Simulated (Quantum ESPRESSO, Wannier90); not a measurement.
**WO₃ (ReO3 type): Wannier90 run**

```yaml
crystal:
  lattice:
    - [3.80620, 0.00000, 0.00000]
    - [0.00000, 3.80620, 0.00000]
    - [0.00000, 0.00000, 3.80620]
  atoms:
    - { symbol: W, position: [0.00000, 0.00000, 0.00000] }
    - { symbol: O, position: [0.00000, 0.00000, 0.50000] }
    - { symbol: O, position: [0.50000, 0.00000, 0.00000] }
    - { symbol: O, position: [0.00000, 0.50000, 0.00000] }
```

Materials Project entry mp-19390; symmetrised, unrelaxed at this level. Not found in the COD (Crystallography Open Database) copy used, which has the formula in other groups; not checked further. Computed values, not measurements, from PBEsol: Quantum ESPRESSO (norm-conserving PseudoDojo potentials, cutoff 68 Ry, no spin polarisation, no spin-orbit coupling) on a Γ-centred 8×8×8 mesh, then Wannier90. Density: 8×8×8 mesh, cold smearing 0.01 Ry. Spin-orbit coupling is left out although heavy elements are present.

Valence charges of the files: W 14, O 6. 33 bands were computed.

Isolated groups of bands, relative to the valence-band maximum (bands from 17 on overlap up to the last one computed):

```json
[
 {"bands": "1", "from (eV)": "-74.78", "to (eV)": "-74.77", "filling": "filled", "weight on atomic waves": "W 5s 97 %"},
 {"bands": "2–4", "from (eV)": "-39.04", "to (eV)": "-38.96", "filling": "filled", "weight on atomic waves": "W 5p 97 %"},
 {"bands": "5–7", "from (eV)": "-18.32", "to (eV)": "-16.19", "filling": "filled", "weight on atomic waves": "O 2s 82 %, W 5d 10 %, W 6s 5 %"},
 {"bands": "8–16", "from (eV)": "-7.17", "to (eV)": "0.00", "filling": "filled", "weight on atomic waves": "O 2p 80 %, W 5d 17 %"}
]
```

Wanted is a model with the orbitals W d, O p, without the filled groups that are mainly made of other shells (semicore states, and anion s where it isn't named); all higher bands stay in for disentanglement.

Task: Give num_wann, exclude_bands and num_bands, and the number of electrons that the model holds.

Result: Electrons: 1×14 + 3×6 = 32, which fill 16 bands.
num_wann = 1×5 + 3×3 = 14.
exclude_bands = 1-7, 7 bands, so num_bands = 33 − 7 = 26.
The model holds 32 − 2×7 = 18 electrons. With the window frozen to 2.09 eV it follows pw.x to 0.9 meV rms (states up to 1.6 eV relative to the valence-band maximum).
